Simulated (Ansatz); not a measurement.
RuC (CsCl type, Pm-3m), a = b = c = 2.6330 Å, α = β = γ = 90.00°.

Relaxed with PBEsol.

**Question.** Decompose the optical modes at the zone centre into irreducible representations, and say which are infrared and Raman allowed.

**Answer.** Point group m-3m: Γ_opt = T1u. Infrared: T1u. Raman: none.

**Question.** Assign frequencies (DFPT, PBEsol in the plane-wave PAW code Ansatz).

**Answer.** T1u 292i cm⁻¹.

The cell is a constructed one: a structure type filled with these elements; neither database checked (COD, Materials Project) lists it. Its standing as an ambient phase is unchecked. The cell was relaxed with PBEsol under the symmetry of its start. At this level the phase is dynamically unstable (imaginary phonons). No spin polarisation was allowed. As this level gives no gap, phonon frequencies hold no LO–TO term and depend on the k-mesh and smearing (Fermi–Dirac, 0.1 eV here).

Potentials: the later of the program's two PAW sets.
